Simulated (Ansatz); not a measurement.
TaP:
```
CELL_PARAMETERS angstrom
     -1.64544     1.64544     5.60216
      1.64544    -1.64544     5.60216
      1.64544     1.64544    -5.60216
ATOMIC_POSITIONS crystal
  Ta 0.99934 0.49934 0.50000
  Ta 0.24934 0.24934 0.00000
  P  0.41666 0.91666 0.50000
  P  0.66666 0.66666 0.00000
```

This is the LDA-relaxed structure.

Problem. All from plane-wave PAW LDA (Ansatz code), unless another level is named. Predict the highest zone-centre frequency.

Solution. 415 cm^-1.

Problem. Next, the bulk modulus (Birch–Murnaghan fit)?

Solution. 225 GPa.

Space group I4_1md. The first step of the workflow began from a Materials Project structure, measured or hypothetical; the Crystallography Open Database copy checked does not list it. COD files the formula under space group No. 141, so this cell is another polymorph or a model. Its standing as an ambient phase is unchecked. The cell was relaxed with LDA under the symmetry of its start; of distortions, only those at the zone centre were tested. No spin polarisation was allowed. As this level gives no gap, phonon frequencies hold no LO–TO term and depend on the k-mesh and smearing (Fermi–Dirac, 0.1 eV here). Scalar-relativistic: spin–orbit coupling is off unless named, which matters more the heavier the elements.

Potentials: the later of the program's two PAW sets.
